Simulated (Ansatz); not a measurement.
Ge: comparing deformations

Computed with DFT r2SCAN, scalar-relativistic, plane waves, PAW (Ansatz 0.2.0). Settings: plane waves to 500 eV, k-mesh 10×10×10 (Γ-centred), Gaussian smearing 0.05 eV. No spin polarisation. Energies are free energies at this smearing, counted from the undisturbed cell; pressure is positive in compression.

Zero of the scan (as given, not relaxed at this level; it stands at 0.7 GPa):

```
Ge
1.0
     0.00000    2.82877    2.82877
     2.82877    0.00000    2.82877
     2.82877    2.82877    0.00000
Ge
2
Direct
  0.50000 0.50000 0.50000
  0.75000 0.75000 0.75000
```

The cell is strained by ε times a Voigt pattern (xx, yy, zz, yz, xz, xy; engineering shear) with fractional coordinates fixed. τ = (1/V0) dE/dε comes from the stress tensor. Of each scan, only the three points used here are listed.

| pattern | ε | τ (GPa) |
| --- | --- | --- |
| (1, 1, 0, 0, 0, 0) | -0.0250 | -11.03 |
| (1, 1, 0, 0, 0, 0) | 0.0000 | -1.31 |
| (1, 1, 0, 0, 0, 0) | 0.0250 | 6.50 |
| (0, 0, 1, 0, 0, 0) | -0.0250 | -4.02 |
| (0, 0, 1, 0, 0, 0) | 0.0000 | -0.66 |
| (0, 0, 1, 0, 0, 0) | 0.0250 | 2.48 |
| (0, 0, 0, 0, 0, 1) | -0.0025 | -0.22 |
| (0, 0, 0, 0, 0, 1) | 0.0000 | 0.00 |
| (0, 0, 0, 0, 0, 1) | 0.0025 | 0.22 |
| (1, -1, 0, 0, 0, 0) | -0.0025 | -0.42 |
| (1, -1, 0, 0, 0, 0) | 0.0000 | 0.00 |
| (1, -1, 0, 0, 0, 0) | 0.0025 | 0.42 |

Problem. Which constants do the scans give, and which deformation costs least for the same size of strain tensor?

Solution. The slope dτ/dε at zero (parabola through three points) is pᵀCp: (1, 1, 0, 0, 0, 0) gives 2(C11 + C12) = 350 GPa; (0, 0, 1, 0, 0, 0) gives C11 = 130 GPa; (0, 0, 0, 0, 0, 1) gives C44 = 89 GPa; (1, -1, 0, 0, 0, 0) gives 2(C11 − C12) = 168 GPa. The size of the strain tensor, ε:ε, is ε² times 2.0, 1.0, 0.5, 2.0. Per unit of it the stiffnesses are 175, 130, 179, 84 GPa, so (1, -1, 0, 0, 0, 0) is the softest of these: at ε:ε = (1 %)² the quadratic term costs 0.59 meV/atom against 1.26 for the stiffest. These are clamped-ion values.

Problem. What else follows for this cubic crystal?

Solution. From the unrounded slopes C11 = 129.9 and C12 = 45.4 GPa, so B = (C11 + 2 C12)/3 = 74 GPa and the Poisson ratio for a pull along a cube edge is C12/(C11 + C12) = 0.26. Symmetry also asks 2(C11 − C12) = 169 GPa, against 168 from its own scan.

Problem. How anisotropic is this cubic crystal?

Solution. Zener's ratio 2 C44/(C11 − C12) = 2.13 with clamped ions; it is 1 for an isotropic solid.

Forces appear on the atoms along this scan, and letting them relax would lower the energy and soften the response.